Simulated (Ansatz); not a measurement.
## Trial structure types under relaxation

Method: Ansatz 0.2.0, DFT PBE, scalar-relativistic, plane waves, PAW. Settings: cutoff 420 eV, Γ-centred meshes no coarser than 0.19 Å⁻¹ for metals and 0.3 Å⁻¹ for insulators (2π included), Gaussian smearing.

Each formula is placed on the named type at a guessed volume, then cell and atoms relax at zero pressure without lowering the symmetry. Keeping the type says nothing about stability against other structures or lower symmetry. Neighbours of unlike kind are counted within 25 % of the shortest distance of their pair. The atoms listed around a site end at a clear gap in distance instead, so their number can differ.

Weakly bound directions are ill-defined at this level, which has no dispersion term. Spin–orbit coupling is left out.

Q: Does Li2Ta keep the rutile type (P4_2/mnm, No. 136), with Ta for Ti, Li for O?

A: Only loosely: the neighbours of unlike kind stay the same, but the proportions of the cell change a good deal: a = 7.831 Å, c = 2.505 Å. Li has 2 Li at 2.51 Å and 3 Ta at 2.82–2.99 Å; Ta has 2 Ta at 2.51 Å and 6 Li at 2.82–2.99 Å.

Q: TeSe3 on the TiAl3 (D0_22) type (I4/mmm, No. 139), with Te for Ti, Se for Al: does the type hold?

A: No. It keeps the space group, but the neighbours change from Te 12 Se; Se 4 Te to Te 4 Se; Se 1.3 Te, with a = 3.881 Å, c = 17.137 Å. Te is coordinated by 4 Se at 2.74 Å; Se on Wyckoff site b (1 atom of the primitive cell) has 4 Te at 2.74 Å; Se on Wyckoff site d (2 atoms of the primitive cell) has 4 Se at 2.74 Å.

Q: ZnAg2 on the MoSi2 (C11b) type (I4/mmm, No. 139), with Zn for Mo, Ag for Si: does the type hold?

A: Only loosely: it keeps the symmetry, but the neighbours change from Zn 10 Ag; Ag 5 Zn to Zn 8 Ag; Ag 4 Zn. It has a = 3.123 Å, c = 10.266 Å. Zn has 8 Ag at 2.74 Å, 4 Zn at 3.12 Å and 2 Ag at 3.52 Å; Ag has 4 Zn at 2.74 Å, 4 Ag at 2.92 Å, 5 Ag at 3.12–3.23 Å and 1 Zn at 3.52 Å.

Cost: 3 runs of about 24 core-minutes in all, on Arm Neoverse V2, Intel Xeon Platinum 8259CL (Skylake/Cascade Lake) (shared hosts).